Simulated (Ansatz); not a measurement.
Zn:
```cif
data_Zn2
_chemical_formula_sum 'Zn2'
_space_group_name_H-M_alt 'P 1'
_space_group_IT_number 1
_cell_length_a 3.99725
_cell_length_b 3.99725
_cell_length_c 3.99725
_cell_angle_alpha 60.000
_cell_angle_beta 60.000
_cell_angle_gamma 60.000
loop_
_space_group_symop_operation_xyz
  'x, y, z'
loop_
_atom_site_label
_atom_site_type_symbol
_atom_site_fract_x
_atom_site_fract_y
_atom_site_fract_z
_atom_site_occupancy
Zn1 Zn 0.00000 0.00000 0.00000 1
Zn2 Zn 0.25000 0.25000 0.25000 1
```

Relaxed with PBEsol.

Problem. Decompose the optical modes at the zone centre into irreducible representations, and say which are infrared and Raman allowed.

Solution. Point group m-3m: Γ_opt = T2g. Infrared: none. Raman: T2g.

Problem. Assign frequencies (DFPT, the program Ansatz at the PBEsol level (PAW)).

Solution. T2g 174 cm⁻¹.

Space group Fd-3m (diamond). The start of the workflow was typed in or built on a structure type; neither database checked (COD, Materials Project) lists it. It is not the phase usual at ambient conditions (space group No. 194). The PBEsol relaxation kept the symmetry of its start. At this level the phase is mechanically unstable. As this level gives no gap, phonon frequencies hold no LO–TO term and depend on the k-mesh and smearing (Fermi–Dirac, 0.1 eV here).

Potentials: the later of the program's two PAW sets.
